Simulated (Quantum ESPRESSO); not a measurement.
Electric field gradients in MgO (changed cell)

```xyz
2
Lattice="0.0000 2.0760 2.1389 2.0760 0.0000 2.1389 2.0760 2.0760 0.0000" Properties=species:S:1:pos:R:3 pbc="T T T"
Mg     0.0000     0.0000     0.0000
O      2.0760     2.0760     2.1389
```
The cell was made here from a computed Materials Project entry: strained by +2 % along the cube axis and by -1 % across it, atoms relaxed (PBE without dispersion, pw.x of a modified build of Quantum ESPRESSO, symmetry kept). The parent is MgO in Fm-3m. Stability against distortions was not tested.

Computed: field gradients by PBE PAW (JTH datasets; density from pw.x of Quantum ESPRESSO, gradients reconstructed from it by a script), 22.5 Ha, k-mesh 9×9×9 through Γ.

```json
[
 {"site": "Mg (atom 1)", "site symmetry": "4/mmm", "Vzz (a.u.)": "0.083", "η_Q": "0.00", "∣C_Q∣ (MHz)": "3.90 (²⁵Mg)"},
 {"site": "O (atom 2)", "site symmetry": "4/mmm", "Vzz (a.u.)": "0.047", "η_Q": "0.00", "∣C_Q∣ (MHz)": "0.28 (¹⁷O)"}
]
```

Quadrupole moments taken as inputs (sizes, barn, from the tables of PySCF and pymatgen): ²⁵Mg 0.199, ¹⁷O 0.0256.

Principal values are ordered |Vxx| ≤ |Vyy| ≤ |Vzz|, η = (Vxx − Vyy)/Vzz, and C_Q = eQVzz/h is given by its size. Cores are frozen. Against all-electron runs on small test molecules, this scheme's |Vzz| missed by −2 to +6 % on O. Mg had no test against all-electron runs.
